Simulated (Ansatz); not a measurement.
Several inputs for RbSb₄F₁₃

Cell: an entry of the Crystallography Open Database (COD) whose atoms were relaxed with PBE, the cell held.

Space group I4/m (No. 87); a = 9.6350, c = 6.5630 Å.

| site | Wyckoff | site symmetry | x | y | z |
| --- | --- | --- | --- | --- | --- |
| Rb | 2b | 4/m.. | 0.0000 | 0.0000 | 0.5000 |
| Sb | 8h | m.. | 0.2771 | 0.9937 | 0.0000 |
| F6 | 2a | 4/m.. | 0.0000 | 0.0000 | 0.0000 |
| F7 | 8h | m.. | 0.3766 | 0.9386 | 0.5000 |
| F11 | 16i | 1 | 0.1126 | 0.7918 | 0.7780 |

One atom of each set is listed; the run and its k-mesh use a cell of 18 atoms with edges of 7.56, 7.56, 7.56 Å.

Reference run. Computed with Ansatz: DFT, PBE, plane waves and PAW, scalar-relativistic, 420 eV cutoff, Γ-centred 4×4×4 k-points, Fermi–Dirac smearing 0.02 eV.

It gives V_zz (10²¹ V/m²) Sb -31.7 (η 0.15), F11 11.69 (η 0.26), Rb -2.19 (η 0.00), among others. Each of these runs changes the input as listed (caps on SCF iterations aside):

A. scf.occupations.method: fermi_dirac → methfessel_paxton; scf.occupations.width: 0.02 → 0.15; hamiltonian.dispersion: not typed → d3bjatm
B. total_charge: not typed → 4

**Question.** How does each run end, and how far do the gradients move?

**Answer.** 

```csv
run,Sb V_zz (η),F11 V_zz (η),Rb V_zz (η),"largest change of a gradient tensor, all atoms",note
A,-31.7 (0.15),11.69 (0.26),-2.19 (0.00),0.00,converged
B,-11.36 (0.43),17.54 (0.45),-0.74 (0.00),20,converged; cell charge +4 on a uniform background; no gap left
```

Run B moves them most, on Sb (V_zz from -31.7 to -11.36); against its own size the tensor moves most on F7 among sites above 0.3 (by 9.11, V_zz from 10.60 to 19.38). Run B holds a charge that the system can't hold, so its numbers aren't properties of the crystal.

On the reference run: Without spin–orbit coupling (the program notes it for Rb and Sb) the gradients are little affected as a rule: paired runs on crystals with a gap mostly move them by under 2 % at such atoms. With these PAW files V_zz is typically within 2 to 3 % of all-electron values, but misses above 10 % occur on Sb.
